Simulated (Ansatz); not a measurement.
## Eigenvalues along a path: K₂Ir (fluorite type)

```
CELL_PARAMETERS angstrom
0.00000 3.51982 3.51982
3.51982 0.00000 3.51982
3.51982 3.51982 0.00000
ATOMIC_POSITIONS crystal
Ir 0.00000 0.00000 0.00000
K 0.25000 0.25000 0.25000
K 0.75000 0.75000 0.75000
```

The cell comes from a relaxation on PAW files under the same functional, begun from a prototype that needn't be the stable phase.

Level of theory: DFT with PBEsol, scalar-relativistic, in Ansatz 0.2.0; a Γ-centred 8×8×8 k mesh, Fermi–Dirac smearing of 0.05 eV, no spin polarisation. LAPW: all electrons, basis error target 0.5 meV/atom.

This run: volume at 0.8 of the series' base cell.

Spin–orbit coupling is left out, which matters for the heavy atoms.

Path points, in fractions of the reciprocal vectors: Γ (0.000, 0.000, 0.000), X (0.500, 0.000, 0.500), U (0.625, 0.250, 0.625), K (0.375, 0.375, 0.750), L (0.500, 0.500, 0.500), W (0.500, 0.250, 0.750). The distance column jumps between branches of the path. Levels in eV from the Fermi level; bands 20 to 35, counted from the lowest band of the run. The gap is zero, the pressure 5.26 GPa.

```
# k(1/Å) point b20 b21 b22 b23 b24 b25 b26 b27 b28 b29 b30 b31 b32 b33 b34 b35
0.000 Γ -13.19 -13.19 -13.19 -12.76 -12.76 -12.76 -2.69 -0.37 -0.37 0.02 0.02 0.02 3.33 3.33 3.33 6.29
0.112 - -13.19 -13.19 -13.17 -12.79 -12.76 -12.76 -2.63 -0.37 -0.35 0.01 0.02 0.02 3.18 3.38 3.38 6.27
0.223 - -13.19 -13.19 -13.11 -12.86 -12.75 -12.75 -2.45 -0.37 -0.32 -0.04 0.01 0.01 2.84 3.51 3.51 6.21
0.335 - -13.20 -13.20 -13.03 -12.97 -12.75 -12.75 -2.17 -0.40 -0.26 -0.11 -0.01 -0.01 2.49 3.72 3.72 6.08
0.446 - -13.21 -13.21 -13.09 -12.93 -12.74 -12.74 -1.81 -0.43 -0.20 -0.19 -0.03 -0.03 2.19 3.98 3.98 5.70
0.558 - -13.22 -13.22 -13.21 -12.83 -12.73 -12.73 -1.41 -0.49 -0.30 -0.11 -0.05 -0.05 1.95 4.25 4.25 5.17
0.669 - -13.31 -13.23 -13.23 -12.74 -12.73 -12.73 -1.02 -0.52 -0.40 -0.06 -0.06 -0.05 1.77 4.50 4.50 4.65
0.781 - -13.37 -13.24 -13.24 -12.72 -12.72 -12.68 -0.78 -0.48 -0.46 -0.07 -0.07 0.00 1.63 4.26 4.68 4.68
0.893 X -13.39 -13.24 -13.24 -12.72 -12.72 -12.65 -0.74 -0.48 -0.41 -0.07 -0.07 0.02 1.57 4.12 4.75 4.75
0.932 - -13.39 -13.24 -13.24 -12.72 -12.72 -12.65 -0.74 -0.48 -0.41 -0.07 -0.07 0.01 1.59 4.10 4.74 4.75
0.971 - -13.39 -13.24 -13.24 -12.73 -12.73 -12.66 -0.73 -0.48 -0.41 -0.09 -0.07 0.01 1.63 4.03 4.73 4.75
1.011 - -13.39 -13.24 -13.23 -12.73 -12.73 -12.66 -0.72 -0.47 -0.41 -0.10 -0.07 0.00 1.69 3.93 4.72 4.75
1.050 - -13.38 -13.23 -13.22 -12.74 -12.74 -12.66 -0.71 -0.47 -0.41 -0.12 -0.07 -0.01 1.77 3.80 4.71 4.75
1.090 - -13.38 -13.23 -13.21 -12.75 -12.75 -12.66 -0.70 -0.46 -0.41 -0.15 -0.07 -0.02 1.88 3.64 4.71 4.74
1.129 - -13.37 -13.22 -13.20 -12.76 -12.76 -12.66 -0.69 -0.44 -0.40 -0.17 -0.07 -0.04 2.00 3.47 4.72 4.74
1.169 - -13.36 -13.21 -13.19 -12.78 -12.78 -12.67 -0.69 -0.43 -0.39 -0.19 -0.08 -0.05 2.13 3.29 4.73 4.74
1.208 U -13.36 -13.20 -13.17 -12.79 -12.79 -12.67 -0.70 -0.42 -0.37 -0.21 -0.08 -0.07 2.27 3.11 4.71 4.78
1.755 K -13.36 -13.20 -13.17 -12.79 -12.79 -12.67 -0.70 -0.42 -0.37 -0.21 -0.08 -0.07 2.27 3.11 4.71 4.78
1.873 - -13.32 -13.16 -13.12 -12.85 -12.85 -12.69 -0.81 -0.37 -0.29 -0.25 -0.14 -0.08 2.62 2.73 4.62 4.96
1.991 - -13.29 -13.11 -13.06 -12.91 -12.91 -12.70 -1.03 -0.33 -0.25 -0.20 -0.20 -0.07 2.29 3.18 4.46 5.27
2.110 - -13.26 -13.05 -12.98 -12.98 -12.98 -12.72 -1.36 -0.29 -0.25 -0.22 -0.13 -0.05 2.17 3.52 4.23 5.65
2.228 - -13.23 -13.05 -13.05 -12.97 -12.92 -12.73 -1.75 -0.30 -0.28 -0.17 -0.07 -0.03 2.24 3.67 3.97 5.96
2.346 - -13.21 -13.10 -13.10 -12.89 -12.85 -12.74 -2.12 -0.33 -0.30 -0.10 -0.03 -0.01 2.48 3.64 3.72 6.13
2.465 - -13.20 -13.15 -13.15 -12.82 -12.80 -12.75 -2.42 -0.35 -0.33 -0.04 0.00 0.01 2.82 3.51 3.51 6.22
2.583 - -13.19 -13.18 -13.18 -12.78 -12.77 -12.76 -2.62 -0.36 -0.36 0.01 0.02 0.02 3.17 3.38 3.38 6.28
2.701 Γ -13.19 -13.19 -13.19 -12.76 -12.76 -12.76 -2.69 -0.37 -0.37 0.02 0.02 0.02 3.33 3.33 3.33 6.29
2.798 - -13.18 -13.18 -13.18 -12.77 -12.76 -12.76 -2.64 -0.36 -0.36 0.01 0.02 0.02 3.22 3.36 3.36 6.29
2.895 - -13.17 -13.17 -13.17 -12.79 -12.78 -12.78 -2.51 -0.35 -0.35 -0.02 0.01 0.01 2.95 3.46 3.46 6.29
2.991 - -13.16 -13.15 -13.15 -12.83 -12.80 -12.80 -2.30 -0.33 -0.33 -0.07 0.00 0.00 2.61 3.61 3.61 6.30
3.088 - -13.14 -13.13 -13.13 -12.87 -12.83 -12.83 -2.03 -0.30 -0.30 -0.12 -0.02 -0.02 2.27 3.79 3.79 6.32
3.184 - -13.11 -13.10 -13.10 -12.91 -12.86 -12.86 -1.73 -0.28 -0.28 -0.17 -0.04 -0.04 1.94 4.00 4.00 6.39
3.281 - -13.09 -13.06 -13.06 -12.96 -12.90 -12.90 -1.44 -0.26 -0.26 -0.19 -0.05 -0.05 1.64 4.18 4.18 6.49
3.378 - -13.07 -13.03 -13.03 -12.99 -12.94 -12.94 -1.22 -0.24 -0.24 -0.20 -0.06 -0.06 1.42 4.32 4.32 6.53
3.474 L -13.05 -13.01 -13.00 -13.00 -12.97 -12.97 -1.14 -0.23 -0.23 -0.20 -0.06 -0.06 1.33 4.37 4.37 6.44
3.553 - -13.08 -13.06 -13.01 -12.98 -12.93 -12.93 -1.12 -0.25 -0.23 -0.20 -0.08 -0.06 1.38 4.30 4.38 6.17
3.632 - -13.14 -13.11 -13.01 -12.98 -12.88 -12.88 -1.08 -0.28 -0.22 -0.21 -0.12 -0.07 1.52 4.10 4.41 5.82
3.711 - -13.19 -13.16 -13.00 -12.98 -12.83 -12.82 -1.00 -0.32 -0.22 -0.19 -0.17 -0.07 1.73 3.84 4.43 5.51
3.790 - -13.24 -13.21 -13.00 -12.99 -12.78 -12.77 -0.90 -0.37 -0.24 -0.22 -0.16 -0.07 1.97 3.56 4.38 5.31
3.869 - -13.29 -13.25 -13.00 -12.99 -12.75 -12.73 -0.80 -0.40 -0.27 -0.26 -0.13 -0.07 2.24 3.30 4.21 5.26
3.948 - -13.32 -13.27 -12.99 -12.99 -12.72 -12.70 -0.70 -0.43 -0.31 -0.29 -0.10 -0.07 2.52 3.09 3.95 5.32
4.027 - -13.34 -13.29 -12.99 -12.99 -12.70 -12.68 -0.61 -0.44 -0.33 -0.33 -0.08 -0.06 2.78 2.96 3.70 5.40
4.105 W -13.34 -13.29 -12.99 -12.99 -12.70 -12.68 -0.58 -0.45 -0.34 -0.34 -0.08 -0.06 2.91 2.91 3.57 5.43
4.161 - -13.35 -13.29 -13.04 -12.94 -12.70 -12.68 -0.59 -0.44 -0.38 -0.31 -0.07 -0.06 2.64 3.19 3.59 5.41
4.217 - -13.36 -13.28 -13.09 -12.89 -12.70 -12.67 -0.61 -0.43 -0.41 -0.27 -0.06 -0.06 2.39 3.48 3.63 5.36
4.273 - -13.37 -13.27 -13.13 -12.84 -12.71 -12.67 -0.64 -0.43 -0.42 -0.22 -0.07 -0.05 2.16 3.69 3.77 5.27
4.329 - -13.38 -13.26 -13.17 -12.80 -12.71 -12.66 -0.67 -0.45 -0.42 -0.18 -0.07 -0.03 1.97 3.78 4.05 5.16
4.384 - -13.38 -13.25 -13.20 -12.77 -12.72 -12.66 -0.70 -0.47 -0.41 -0.14 -0.07 -0.01 1.80 3.88 4.31 5.03
4.440 - -13.39 -13.25 -13.22 -12.74 -12.72 -12.66 -0.72 -0.48 -0.41 -0.10 -0.07 0.00 1.68 3.99 4.54 4.90
4.496 - -13.39 -13.24 -13.24 -12.73 -12.72 -12.65 -0.73 -0.48 -0.41 -0.08 -0.07 0.01 1.60 4.08 4.69 4.79
4.552 X -13.39 -13.24 -13.24 -12.72 -12.72 -12.65 -0.74 -0.48 -0.41 -0.07 -0.07 0.02 1.57 4.12 4.75 4.75
```
